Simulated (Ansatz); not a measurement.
Consider the following.

LaNbN3:
```cif
data_LaN3Nb
_chemical_formula_sum 'La1 Nb1 N3'
_space_group_name_H-M_alt 'P 1'
_space_group_IT_number 1
_cell_length_a 4.06296
_cell_length_b 4.06296
_cell_length_c 4.06296
_cell_angle_alpha 90.000
_cell_angle_beta 90.000
_cell_angle_gamma 90.000
loop_
_space_group_symop_operation_xyz
  'x, y, z'
loop_
_atom_site_label
_atom_site_type_symbol
_atom_site_fract_x
_atom_site_fract_y
_atom_site_fract_z
_atom_site_occupancy
La1 La 0.00000 0.00000 0.00000 1
Nb1 Nb 0.50000 0.50000 0.50000 1
N1 N 0.50000 0.50000 0.00000 1
N2 N 0.50000 0.00000 0.50000 1
N3 N 0.00000 0.50000 0.50000 1
```

This is the PBEsol-relaxed structure.

Q: All from the program Ansatz at the PBEsol level (PAW), unless another level is named. Estimate the Hill bulk and shear moduli.

A: 209 and 98.5 GPa.

Q: Next, the highest zone-centre frequency?

A: 77.3 meV.

Space group Pm-3m (cubic perovskite). The start of the workflow was typed in or built on a structure type; neither database checked (COD, Materials Project) lists it. Whether it is the stable phase at ambient conditions was not checked. The cell was relaxed with PBEsol under the symmetry of its start. At this level the phase is dynamically unstable (imaginary phonons). The workflow began spin-polarised and lost its moments. As this level gives no gap, shear constants depend on the k-mesh and smearing (Fermi–Dirac, 0.1 eV here). Scalar-relativistic: spin–orbit coupling is off unless named, which matters more the heavier the elements.

Potentials: the earlier of the program's two PAW sets. The files were generated under PBE; for other functionals the program regenerates the frozen cores, and for LDA and PBEsol the local potential too.
